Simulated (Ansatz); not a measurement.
**Hf₂N: enthalpy under pressure, worked through**

Theory: DFT PBEsol, scalar-relativistic, plane waves, PAW in Ansatz 0.2.0. Settings: 420 eV cutoff, 8×8×12 k-mesh, Gaussian smearing of 0.10 eV, no spin polarisation.

Reference structure (relaxed):

```yaml
crystal:
  lattice:
    - [5.29554, 0.00000, 0.00000]
    - [0.00000, 5.29554, 0.00000]
    - [0.00000, 0.00000, 3.22745]
  atoms:
    - { symbol: Hf, position: [0.29546, 0.29546, 0.00000] }
    - { symbol: Hf, position: [0.70454, 0.70454, 0.00000] }
    - { symbol: Hf, position: [0.79546, 0.20454, 0.50000] }
    - { symbol: Hf, position: [0.20454, 0.79546, 0.50000] }
    - { symbol: N, position: [0.00000, 0.00000, 0.00000] }
    - { symbol: N, position: [0.50000, 0.50000, 0.50000] }
```

Cell and atoms were relaxed at each target pressure within the start's symmetry (P4_2/mnm), at zero temperature; other phases can be more stable under pressure. H = E + PV with P the target; E is the free energy at the smearing used, whose derivative the pressure is, per atom and counted from zero pressure.

Spin–orbit coupling is left out, which can shift energies with elements as heavy as these.

```
P (GPa) V (Å³/atom) E − E0 (meV) H − H0 (meV)
      0       15.084           0.0           0.0
      2       14.938           0.9         187.4
      5       14.737           5.3         465.2
     10       14.429          19.6         920.1
     20       13.890          69.5        1803.4
     40       13.045         225.2        3482.1
```

Question: Thermodynamics gives dH/dP = V along a relaxed path. Integrate V over P by the trapezoid rule and compare with the computed enthalpies.

Answer: With 1 eV/Å³ = 160.22 GPa, each step adds the mean volume times ΔP / 160.22:
```
P (GPa)  ∫V dP (meV) H − H0 (meV) difference (meV)
      2        187.4         187.4               0.0
      5        465.2         465.2               0.0
     10        920.3         920.1               0.2
     20       1804.1        1803.4               0.7
     40       3485.3        3482.1               3.1
```

V(P) curves upward, so the trapezoid rule runs high; integrating a smooth curve through the same points (P as a polynomial of degree 4 in ln V) puts that excess at about 3.7 meV at 40 GPa, against the 3.1 meV found.

Question: At 40 GPa, how much of the enthalpy change is stored energy and how much is the PV term?

Answer: E rises by 225 meV/atom and PV is 40 × 13.045 / 160.22 = 3257 meV/atom, so PV makes 94 % of ΔH. So between rival structures at high pressure a small difference in volume can outweigh the difference in energy: 1 % of this volume is worth 32.6 meV/atom at this pressure.

Question: What bulk modulus do the lowest pressures give, and how is the compression shared among the axes?

Answer: From the pressures that the runs reached, -2.02 GPa (15.235 Å³) and 2.02 GPa (14.938 Å³), B = −ΔP/Δln V = 4.04 / 0.0197 = 205 GPa, a mean over that range. The linear compressibilities −Δln(length)/ΔP are 1.69 along a, 1.69 along b, 1.50 along c (in TPa⁻¹). With fixed angles they add up to 1/B: 4.88 against 4.88. Softest: a and b, at 35 % of the volume change per axis.